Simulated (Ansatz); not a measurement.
CaTiO₃:
```cif
data_Ca6O18Ti6
_chemical_formula_sum 'Ca6 Ti6 O18'
_space_group_name_H-M_alt 'R3c :H'
_space_group_IT_number 161
_space_group_name_Hall 'R 3 -2"c'
_cell_length_a 5.45802
_cell_length_b 5.45802
_cell_length_c 13.60062
_cell_angle_alpha 90.000
_cell_angle_beta 90.000
_cell_angle_gamma 120.000
loop_
_atom_site_label
_atom_site_type_symbol
_atom_site_symmetry_multiplicity
_atom_site_Wyckoff_symbol
_atom_site_fract_x
_atom_site_fract_y
_atom_site_fract_z
_atom_site_occupancy
Ca1 Ca 6 a 0.00000 0.00000 0.27878 1
Ti1 Ti 6 a 0.00000 0.00000 0.01782 1
O1 O 18 b 0.09568 0.33611 0.08456 1
```
(The calculation used a cell of 10 atoms; values per cell refer to that cell.)

Relaxed with PBE in the plane-wave PAW code Ansatz. Indices refer to the conventional cell of R3c, a = 5.4580 Å, b = 5.4580 Å, c = 13.6006 Å, α = 90.00°, β = 90.00°, γ = 120.00°.

Simulate the powder diffraction pattern (Cu Kα, λ = 1.54184 Å; lines above 1 %) up to 2θ = 90°.

Simulated powder pattern, Cu Kα, λ = 1.54184 Å (kinematic, ideal powder, no thermal factors, no anomalous dispersion; the 30 strongest lines at most, above 1 %, up to 2θ = 90°):

| 2θ (°) | d (Å) | I/Imax (%) | hkl |
|---|---|---|---|
| 22.91 | 3.881 | 19 | (0 1 -1 2) |
| 32.44 | 2.760 | 100 | (1 0 -1 4) |
| 32.82 | 2.729 | 79 | (1 1 -2 0) |
| 38.50 | 2.338 | 15 | (1 1 -2 3) |
| 39.77 | 2.267 | 3.3 | (0006) |
| 40.40 | 2.232 | 7.7 | (2 0 -2 2) |
| 46.81 | 1.941 | 79 | (0 2 -2 4) |
| 51.60 | 1.771 | 3.2 | (2 1 -3 1) |
| 52.48 | 1.744 | 9.7 | (1 1 -2 6) |
| 52.99 | 1.728 | 1.6 | (1 2 -3 2) |
| 57.62 | 1.600 | 19 | (0 1 -1 8) |
| 58.35 | 1.582 | 37 | (2 1 -3 4) |
| 58.59 | 1.576 | 25 | (3 0 -3 0) |
| 62.16 | 1.493 | 1.5 | (1 2 -3 5) |
| 67.92 | 1.380 | 17 | (2 0 -2 8) |
| 68.80 | 1.365 | 16 | (2 2 -4 0) |
| 71.34 | 1.322 | 1.4 | (1 1 -2 9) |
| 72.29 | 1.307 | 2.2 | (1 0 -1 10) |
| 72.42 | 1.305 | 2.6 | (1 3 -4 1) |
| 73.58 | 1.287 | 1.6 | (3 1 -4 2) |
| 77.51 | 1.232 | 14 | (1 2 -3 8) |
| 78.14 | 1.223 | 11 | (1 3 -4 4) |
| 81.50 | 1.181 | 1.7 | (3 1 -4 5) |
| 85.72 | 1.133 | 2.1 | (0 0 0 12) |
| 87.36 | 1.116 | 6.7 | (4 0 -4 4) |

The start of the workflow was typed in or built on a structure type; neither database checked (COD, Materials Project) lists it. COD files the formula under space group No. 11, 62, 65, 140, 221, so this cell is another polymorph or a model. Its standing as an ambient phase is unchecked. The cell was relaxed with PBE under the symmetry of its start; whether a distortion lowers the energy is not shown. The workflow began spin-polarised and lost its moments.

Potentials: the later of the program's two PAW sets.
